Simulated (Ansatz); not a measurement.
Theory: DFT r2SCAN, scalar-relativistic, plane waves, PAW (Ansatz).

Structure of NaMgF3:

```xyz
5
Lattice="3.8874 0.0000 0.0000 0.0000 3.8874 0.0000 0.0000 0.0000 3.8874" Properties=species:S:1:pos:R:3 pbc="T T T"
Na    0.0000    0.0000    0.0000
Mg    1.9437    1.9437    1.9437
F     1.9437    1.9437    0.0000
F     0.0000    1.9437    1.9437
F     1.9437    0.0000    1.9437
```

Plane waves to 500 eV, a k mesh through Γ of 6×6×6 on the computed 5-atom cell and Gaussian smearing (0.02 eV); no spin polarisation.

Levels along Γ–X–M–Γ–R–X | R–M, in eV from a zero inside the gap, sorted by energy at each point. Points in fractions of the primitive reciprocal vectors: Γ (0.000 0.000 0.000), X (0.000 0.500 0.000), M (0.500 0.500 0.000), R (0.500 0.500 0.500).
```
point k (1/Å, with 2π) band 17  band 18  band 19  band 20  band 21
    Γ             0.000    -4.23    -3.98    -3.98    -3.98     3.53
    -             0.404    -4.38    -4.33    -4.05    -4.05     4.53
    X             0.808    -4.63    -4.44    -4.07    -4.07     6.58
    -             1.212    -4.63    -4.32    -4.31    -3.84     7.10
    M             1.616    -4.73    -4.62    -4.62    -3.54     8.31
    -             2.188    -4.43    -4.27    -4.23    -3.92     5.37
    Γ             2.759    -4.23    -3.98    -3.98    -3.98     3.53
    -             3.459    -4.95    -3.93    -3.93    -3.89     6.07
    R             4.159    -4.72    -3.53    -3.53    -3.53     8.10
    -             4.730    -4.76    -3.97    -3.92    -3.77     7.50
    X             5.302    -4.63    -4.44    -4.07    -4.07     6.58
    R             5.302    -4.72    -3.53    -3.53    -3.53     8.10
    -             5.706    -4.72    -3.87    -3.87    -3.54     8.22
    M             6.110    -4.73    -4.62    -4.62    -3.54     8.31
```

Symmetry holds off the tilts and polar distortions that many cubic perovskites undergo.

Cost: 1 run of about 0.55 core-minutes, on Arm Neoverse V1 (shared hosts).